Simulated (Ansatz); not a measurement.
Values for one crystal, relaxed and computed with DFT-r²SCAN in the program Ansatz with PAW potentials; other levels are named.

* **Volume per atom**: 28.50 Å³
* **Electronic character**: metallic (no gap)
* **Debye temperature from the elastic constants**: 172 K
* **Pressure derivative B′**: 4.8
* **Mechanical stability**: stable (all eigenvalues of C positive)
* **Gap with spin–orbit coupling**: none (metallic)
* **Elastic constants (relaxed ions, GPa)**: C11 = 67.7, C12 = 43.5, C13 = 42.3, C33 = 88.9, C44 = 22.3

Q: Which compound is it?
A) CoB2W2, Immm (Co on 2a, W on 4j, B on 4h)
B) BAs, rock salt
C) TiGeSb, P4/nmm (Ti on 2c, Ge on 2a, Sb on 2c)
D) InSb, NiAs type

A: D, InSb, NiAs type

Space group P6_3/mmc (NiAs type). The start of the workflow was typed in or built on a structure type; neither database checked (COD, Materials Project) lists it. It is not the phase usual at ambient conditions (space group No. 216). The r²SCAN relaxation kept the symmetry of its start; whether a distortion lowers the energy is not shown. As this level gives no gap, shear constants depend on the k-mesh and smearing (Fermi–Dirac, 0.1 eV here). Spin–orbit coupling is left out wherever it is not named.

Potentials: the later of the program's two PAW sets.
